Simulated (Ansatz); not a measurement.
Bi (A7)

Level of theory: DFT, LDA, scalar-relativistic, no spin polarisation; plane waves to 420 eV with PAW datasets (Ansatz 0.2.0), 12×12×12 k-mesh, Gaussian smearing of 0.05 eV. The datasets are Ansatz's generated set soft_2.

```cif
data_structure
_symmetry_space_group_name_H-M 'P 1'
_symmetry_Int_Tables_number 1
_cell_length_a 4.6274
_cell_length_b 4.6274
_cell_length_c 4.6274
_cell_angle_alpha 58.065
_cell_angle_beta 58.065
_cell_angle_gamma 58.065
_cell_volume 66.95
loop_
_atom_site_label
_atom_site_type_symbol
_atom_site_fract_x
_atom_site_fract_y
_atom_site_fract_z
_atom_site_occupancy
Bi1 Bi 0.23728 0.23728 0.23728 1
Bi2 Bi 0.76272 0.76272 0.76272 1
```

At this volume the pressure is 0.04 GPa.

Path: Γ–T–H2 | H0–L–Γ–S0 | S2–F–Γ, with Γ = (0.000, 0.000, 0.000), T = (0.500, 0.500, 0.500), H2 = (0.757, 0.243, 0.500), H0 = (0.500, -0.243, 0.243), L = (0.500, 0.000, 0.000), S0 = (0.371, -0.371, 0.000), S2 = (0.629, 0.000, 0.371), F = (0.500, 0.000, 0.500) in reciprocal vectors of the calculation's cell.

Levels between -4 and 4 eV from the Fermi level at the path's named points:
```tsv
point	below E_F (eV)	above E_F (eV)
Γ	-1.53 -1.29 -1.29	2.82 3.11 3.11
T	-0.81 -0.53 -0.53	0.49 0.49 0.58
H2 and H0	-0.26	0.67
L	-1.11 -1.01 -0.27 -0.23	0.37 0.77
S0 and S2	-2.61 -2.58	3.20 3.26
F	-3.21 -3.08	2.47
```

Question: By these bands, is it a metal or an insulator, and if it has a gap, where are the band edges on this path?

Answer: A metal: bands cross the Fermi level.

These numbers lack spin–orbit coupling. The structure is built of weakly bound bilayers, and this functional has no dispersion term, so their spacing and all that hangs on it (volume, the soft elastic constants, low modes, dielectric constants) are poorly given. The relaxed cell is 4 % smaller in volume than the cell of this structure in the Crystallography Open Database (34.99 Å³/atom, 1969).
